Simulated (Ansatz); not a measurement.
SrGa₄:
```xyz
5
Lattice="-2.2000 2.2000 5.3078 2.2000 -2.2000 5.3078 2.2000 2.2000 -5.3078" Properties=species:S:1:pos:R:3 pbc="T T T"
Sr     0.0000     0.0000     0.0000
Ga     0.0000     0.0000     4.0616
Ga     0.0000     0.0000     6.5541
Ga     0.0000     2.2000     2.6539
Ga     2.2000     0.0000     2.6539
```

Relaxed with PBEsol.

Question: Give the Bader charges and basin volumes of the independent atoms, the program Ansatz at the PBEsol level (PAW).

Answer: 

```json
[
 {"atom": "Sr1", "Bader charge (e)": "+1.28", "Bader volume (Å³)": "19.6"},
 {"atom": "Ga2", "Bader charge (e)": "-0.41", "Bader volume (Å³)": "21.1"},
 {"atom": "Ga4", "Bader charge (e)": "-0.23", "Bader volume (Å³)": "20.5"}
]
```

Space group I4/mmm. The workflow started from an entry of the Crystallography Open Database (COD). Its standing as an ambient phase is unchecked. The PBEsol relaxation kept the symmetry of its start; whether a distortion lowers the energy is not shown.

Potentials: the later of the program's two PAW sets.
